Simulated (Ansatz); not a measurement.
Total density of states per atom from the program Ansatz at the r²SCAN level (PAW), in 0.25 eV bins, energy from the Fermi level:

| E (eV) | states/eV/atom |
|---|---|
| -7.85 | 0.26 |
| -7.60 | 0.29 |
| -7.35 | 0.24 |
| -7.10 | 0.16 |
| -6.85 | 0.16 |
| -6.60 | 0.27 |
| -6.35 | 0.35 |
| -6.10 | 0.28 |
| -5.85 | 0.31 |
| -5.60 | 0.26 |
| -5.35 | 0.24 |
| -5.10 | 0.19 |
| -4.85 | 0.23 |
| -4.60 | 0.25 |
| -4.35 | 0.26 |
| -4.10 | 0.32 |
| -3.85 | 0.36 |
| -3.60 | 0.47 |
| -3.35 | 0.61 |
| -3.10 | 0.99 |
| -2.85 | 1.00 |
| -2.60 | 0.77 |
| -2.35 | 0.50 |
| -2.10 | 0.51 |
| -1.85 | 0.97 |
| -1.60 | 1.10 |
| -1.35 | 0.52 |
| -1.10 | 0.48 |
| -0.85 | 0.41 |
| -0.60 | 0.31 |
| -0.35 | 0.25 |
| -0.10 | 0.32 |
| 0.15 | 0.39 |
| 0.40 | 0.42 |
| 0.65 | 0.44 |
| 0.90 | 0.47 |
| 1.15 | 0.56 |
| 1.40 | 0.51 |
| 1.65 | 0.46 |
| 1.90 | 0.62 |
| 2.15 | 0.73 |
| 2.40 | 0.44 |
| 2.65 | 0.50 |
| 2.90 | 0.55 |
| 3.15 | 0.72 |
| 3.40 | 0.47 |
| 3.65 | 0.48 |
| 3.90 | 0.42 |
| 4.15 | 0.53 |
| 4.40 | 0.48 |
| 4.65 | 0.45 |

Question: Which compound is it?
A) NbCoAs, Pnma (Nb on 4c, Co on 4c, As on 4c)
B) Zr6Ga2Co, P-62m (Zr on 3f, Zr on 3g, Ga on 2c, Co on 1b)
C) ZrGa5Co, P4/mmm (Zr on 1a, Ga on 4i, Ga on 1c, Co on 1b)
D) K2Rh2O5, P4/mmm (Pearson symbol tP9)

Answer: C, ZrGa5Co, P4/mmm (Zr on 1a, Ga on 4i, Ga on 1c, Co on 1b). Within 0.5 eV of the Fermi level: Ga 4p 38 %, Co 3d 25 %, Zr 4d 23 %, Ga 4s 10 %. Projections are on Löwdin-orthogonalised atomic valence shells; empty p or d shells of many metals are not among them.

The workflow started from a Materials Project entry (that database holds measured and hypothetical structures alike); the Crystallography Open Database copy checked does not list it. Whether it is the stable phase at ambient conditions was not checked. The r²SCAN relaxation kept the symmetry of its start; whether a distortion lowers the energy is not shown. No spin polarisation was allowed. Scalar-relativistic: spin–orbit coupling is off unless named, which matters more the heavier the elements.

Potentials: the later of the program's two PAW sets.
